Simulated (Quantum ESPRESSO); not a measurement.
# BSi3C3N: input and log of a self-consistent run

Computed values, not a measurement. The program is pw.x of Quantum ESPRESSO 7.5 (plane-wave density functional theory). The cell is made up: 8 atoms on a zincblende/diamond lattice, with randomly drawn elements, strain and displacements, not relaxed. PseudoDojo standard norm-conserving files (v0.5 for PBE, v0.4.1 for LDA and PBEsol) set the functional; there is no spin polarisation, spin-orbit coupling or dispersion term, and the masses in the input are unused placeholders.

Input:

```
&control calculation='scf', pseudo_dir='./dojo.nc.sr.pbe.v0_5.standard.upf', outdir='./o', disk_io='medium', tprnfor=.true., tstress=.true. /
&system ibrav=0, nat=8, ntyp=4, nbnd=22, ecutwfc=84.00895049, nosym=.true., tot_charge=0,
 occupations='smearing', smearing='fd', degauss=0.0018374661
/
&electrons conv_thr=7.350e-09, electron_maxstep=60, /
ATOMIC_SPECIES
B 1.0 B.upf
C 1.0 C.upf
N 1.0 N.upf
Si 1.0 Si.upf
CELL_PARAMETERS angstrom
4.5046 0.0607 -0.0224
0.0607 4.4613 -0.0209
-0.0229 -0.0213 4.283
ATOMIC_POSITIONS angstrom
B -0.0491 0.0605 -0.0033
Si 0.0147 2.1899 2.1782
Si 2.2562 -0.0167 2.1007
Si 2.2894 2.36 -0.0927
C 1.0805 1.2381 1.0988
C 1.0932 3.2814 3.2332
N 3.3667 1.1422 3.1819
C 3.4694 3.4373 1.0467
K_POINTS automatic
4 4 4 1 1 1
```

The log is shortened where brackets say so; the opening notice, blank lines, dates and the lines on written files are dropped, and the path of the files is cut. It prints rydbergs, bohrs and kilobars, and counts compression as positive stress. With no partly filled state, the Fermi energy that it prints is only some level between the filled and the empty states on the mesh, and need not lie in the true gap.

```
     Program PWSCF v.7.5
     Parallel version (MPI & OpenMP), running on       1 processor cores
     Number of MPI processes:                 1
     Threads/MPI process:                     1
     [start-up lines left out]
     bravais-lattice index     =            0
     lattice parameter (alat)  =       8.5133  a.u.
     unit-cell volume          =     580.7127 (a.u.)^3
     number of atoms/cell      =            8
     number of atomic types    =            4
     number of electrons       =        32.00
     number of Kohn-Sham states=           22
     kinetic-energy cutoff     =      84.0090  Ry
     charge density cutoff     =     336.0358  Ry
     scf convergence threshold =      7.3E-09
     mixing beta               =       0.7000
     number of iterations used =            8  plain     mixing
     Exchange-correlation= PBE
                           (   1   4   3   4   0   0   0)
     [axes and pseudopotential details left out]
   Cartesian axes
     site n.     atom                  positions (alat units)
         1        B      tau(   1) = (  -0.0108988   0.0134293  -0.0007325  )
         2        Si     tau(   2) = (   0.0032630   0.4860974   0.4835003  )
         3        Si     tau(   3) = (   0.5008141  -0.0037069   0.4662974  )
         4        Si     tau(   4) = (   0.5081836   0.5238549  -0.0205768  )
         5        C      tau(   5) = (   0.2398412   0.2748240   0.2439033  )
         6        C      tau(   6) = (   0.2426602   0.7283802   0.7176812  )
         7        N      tau(   7) = (   0.7473145   0.2535369   0.7062940  )
         8        C      tau(   8) = (   0.7701110   0.7629857   0.2323385  )
     number of k points=    32  Fermi-Dirac smearing, width (Ry)=  0.0018
                       cart. coord. in units 2pi/alat
        k(    1) = (   0.1239865   0.1251613   0.1327664), wk =   0.0625000
        k(    2) = (   0.1252779   0.1263757   0.3957413), wk =   0.0625000
     [further k points left out]
     Dense  grid:    60425 G-vectors     FFT dimensions: (  50,  50,  48)
     Estimated max dynamical RAM per process >      68.41 MB
     Initial potential from superposition of free atoms
     starting charge      31.9978, renormalised to      32.0000
     Starting wfcs are   32 randomized atomic wfcs
     total cpu time spent up to now is        3.8 secs
     per-process dynamical memory:    52.9 Mb
     Self-consistent Calculation
     iteration #  1     ecut=    84.01 Ry     beta= 0.70
     Davidson diagonalization with overlap
     ethr =  1.00E-02,  avg # of iterations =  3.2
     total cpu time spent up to now is       12.3 secs
     total energy              =     -87.59572228 Ry
     estimated scf accuracy    <       1.47626202 Ry
     iteration #  2     ecut=    84.01 Ry     beta= 0.70
     Davidson diagonalization with overlap
     ethr =  4.61E-03,  avg # of iterations =  2.1
     total cpu time spent up to now is       19.3 secs
     total energy              =     -88.03860701 Ry
     estimated scf accuracy    <       0.79391231 Ry
     iteration #  3     ecut=    84.01 Ry     beta= 0.70
     Davidson diagonalization with overlap
     ethr =  2.48E-03,  avg # of iterations =  2.0
     total cpu time spent up to now is       26.6 secs
     total energy              =     -88.14847342 Ry
     estimated scf accuracy    <       0.02401687 Ry
     iteration #  4     ecut=    84.01 Ry     beta= 0.70
     Davidson diagonalization with overlap
     ethr =  7.51E-05,  avg # of iterations =  8.0
     total cpu time spent up to now is       42.1 secs
     total energy              =     -88.16358765 Ry
     estimated scf accuracy    <       0.00724396 Ry
     iteration #  5     ecut=    84.01 Ry     beta= 0.70
     Davidson diagonalization with overlap
     ethr =  2.26E-05,  avg # of iterations =  4.7
     total cpu time spent up to now is       50.8 secs
     total energy              =     -88.16407166 Ry
     estimated scf accuracy    <       0.00241405 Ry
     [iterations 6 to 7 left out]
     iteration #  8     ecut=    84.01 Ry     beta= 0.70
     Davidson diagonalization with overlap
     ethr =  2.85E-08,  avg # of iterations =  4.4
     total cpu time spent up to now is       73.9 secs
     total energy              =     -88.16428931 Ry
     estimated scf accuracy    <       0.00001233 Ry
     iteration #  9     ecut=    84.01 Ry     beta= 0.70
     Davidson diagonalization with overlap
     ethr =  2.85E-08,  avg # of iterations =  2.0
     total cpu time spent up to now is       81.9 secs
     total energy              =     -88.16429073 Ry
     estimated scf accuracy    <       0.00000059 Ry
     iteration # 10     ecut=    84.01 Ry     beta= 0.70
     Davidson diagonalization with overlap
     ethr =  1.86E-09,  avg # of iterations =  4.7
     total cpu time spent up to now is       91.2 secs
     total energy              =     -88.16429107 Ry
     estimated scf accuracy    <       0.00000042 Ry
     iteration # 11     ecut=    84.01 Ry     beta= 0.70
     Davidson diagonalization with overlap
     ethr =  1.33E-09,  avg # of iterations =  1.9
     total cpu time spent up to now is       97.5 secs
     total energy              =     -88.16429108 Ry
     estimated scf accuracy    <       0.00000006 Ry
     iteration # 12     ecut=    84.01 Ry     beta= 0.70
     Davidson diagonalization with overlap
     ethr =  1.99E-10,  avg # of iterations =  3.7
     total cpu time spent up to now is      104.6 secs
     End of self-consistent calculation
          k = 0.1240 0.1252 0.1328 (  7556 PWs)   bands (ev):
    -8.3291  -4.8492  -2.6364  -2.0345   0.3184   0.8856   1.2861   3.1996
     3.8007   4.3361   4.6709   4.8264   5.4677   6.5434   7.4884   7.8614
     9.8909  10.6436  10.9274  12.2966  13.0894  13.4627
     [levels at the other k points left out]
     the Fermi energy is     9.2176 ev
!    total energy              =     -88.16429109 Ry
     estimated scf accuracy    <          1.9E-09 Ry
     smearing contrib. (-TS)   =      -0.00000000 Ry
     internal energy E=F+TS    =     -88.16429109 Ry
     The total energy is F=E-TS. E is the sum of the following terms:
     one-electron contribution =      13.05097499 Ry
     hartree contribution      =      12.35458193 Ry
     xc contribution           =     -30.50511986 Ry
     ewald contribution        =     -83.06472816 Ry
     convergence has been achieved in  12 iterations
     Forces acting on atoms (cartesian axes, Ry/au):
     atom    1 type  1   force =     0.03806758   -0.03060083    0.03881300
     atom    2 type  4   force =    -0.01444512    0.04745301   -0.02247597
     atom    3 type  4   force =    -0.07156622    0.03407716    0.00158178
     atom    4 type  4   force =     0.00058548   -0.05709769    0.11368918
     atom    5 type  2   force =     0.04907334   -0.11487016   -0.08118393
     atom    6 type  2   force =    -0.02365618    0.12965383   -0.01891265
     atom    7 type  3   force =     0.01472765   -0.02043889    0.02846420
     atom    8 type  2   force =     0.00721348    0.01182357   -0.05997561
     Total force =     0.272918     Total SCF correction =     0.000049
     Computing stress (Cartesian axis) and pressure
          total   stress  (Ry/bohr**3)                   (kbar)     P=     -211.98
  -0.00171083  -0.00052812   0.00015532         -251.67      -77.69       22.85
  -0.00052812  -0.00166745   0.00024506          -77.69     -245.29       36.05
   0.00015532   0.00024506  -0.00094478           22.85       36.05     -138.98
     init_run     :      3.69s CPU      3.76s WALL (       1 calls)
     electrons    :     92.84s CPU    100.79s WALL (       1 calls)
     forces       :      1.05s CPU      1.07s WALL (       1 calls)
     stress       :      4.17s CPU      4.33s WALL (       1 calls)
     [timing details left out]
     PWSCF        :   1m41.88s CPU   1m50.34s WALL
     JOB DONE.
```

In other units: free energy -1199.536 eV for the cell, pressure -21.20 GPa, largest force component 3.334 eV/Å. A rerun of the same cell at another strain at 1437 eV and a 6 x 6 x 6 mesh moved values by no more than 0.005 eV in energy, 0.03 GPa in stress and 0.003 eV/Å in force.